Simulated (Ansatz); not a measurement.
Relaxed-ion elastic tensor of CuI (zinc blende, F-43m) in GPa (Voigt order), DFT-LDA in the program Ansatz with PAW potentials; density 6.28 g/cm³, 25.17 Å³ per atom.

```
71.1  49.5  49.5   0.0   0.0   0.0
49.5  71.1  49.5   0.0   0.0   0.0
49.5  49.5  71.1   0.0   0.0   0.0
 0.0   0.0   0.0  26.9   0.0   0.0
 0.0   0.0   0.0   0.0  26.9   0.0
 0.0   0.0   0.0   0.0   0.0  26.9
```

Is the crystal mechanically stable?

Yes: the smallest eigenvalue of C is 21.6 GPa.

Work out the Voigt, Reuss and Hill averages.

K_V = 56.7, K_R = 56.7, K_H = 56.7; G_V = 20.4, G_R = 16.8, G_H = 18.6 GPa.

Give Young's modulus, Poisson's ratio, Pugh's ratio and the universal anisotropy index.

E = 9KG/(3K + G) = 50.4 GPa; ν = 0.35; K/G = 3.04 (ductile by the Pugh limit of 1.75); A_U = 5G_V/G_R + K_V/K_R − 6 = 1.07.

Estimate the sound speeds and the Debye temperature.

v_l = √((K + 4G/3)/ρ) = 3600 m/s, v_t = √(G/ρ) = 1720 m/s, mean 1940 m/s; Θ = (h/k)(3n/4πV)^(1/3) v_m = 197 K.

Give the Zener ratio and Young's modulus along [100], [110] and [111].

A = 2C44/(C11 − C12) = 2.49; 1/E = S11 − 2(S11 − S12 − S44/2)Γ with Γ = 0, 1/4, 1/3 gives 30.5, 52.7, 69.6 GPa.

The LDA relaxation kept the symmetry of its start; phonons on a q-mesh show no instability. No spin polarisation was allowed. Spin–orbit coupling is left out wherever it is not named.

Potentials: the earlier of the program's two PAW sets.
